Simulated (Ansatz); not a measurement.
Values for one crystal, relaxed and computed with plane-wave PAW r²SCAN (Ansatz code); other levels are named.

| Item | Result |
|---|---|
| Volume per atom | 12.62 Å³ |
| Band gap | 7.40 eV (direct) |
| Electron effective mass, band 2 of 2 at the edge | 0.48 along [100], 0.53 along [110], 0.59 along [111] (mₑ) |
| HSE06 gap on the r²SCAN cell | 8.75 eV |
| Electron effective mass with spin–orbit coupling, band 1 of 2 at the edge | 0.74 along [100], 0.65 along [110], 0.59 along [111] (mₑ) |
| Valence-band maximum | at Γ |
| Hole effective mass, band 1 of 3 at the edge | 3.0 along [100], 8.2 along [111] (mₑ) |

Question: Which compound is it?
(A) SrZnAsF, P4/nmm (Sr on 2c, Zn on 2b, As on 2c, F on 2a)
(B) BaLiF3, cubic perovskite
(C) CsBrF, I4/mmm (Cs on 4e, Br on 4e, F on 4e)
(D) MgTlF3, cubic perovskite

Answer: B, BaLiF3, cubic perovskite

Space group Pm-3m (cubic perovskite). The workflow started from a Materials Project entry (that database holds measured and hypothetical structures alike); the Crystallography Open Database copy checked does not list it. Whether it is the stable phase at ambient conditions was not checked. The r²SCAN relaxation kept the symmetry of its start; whether a distortion lowers the energy is not shown. Scalar-relativistic: spin–orbit coupling is off unless named, which matters more the heavier the elements.

Potentials: the later of the program's two PAW sets.
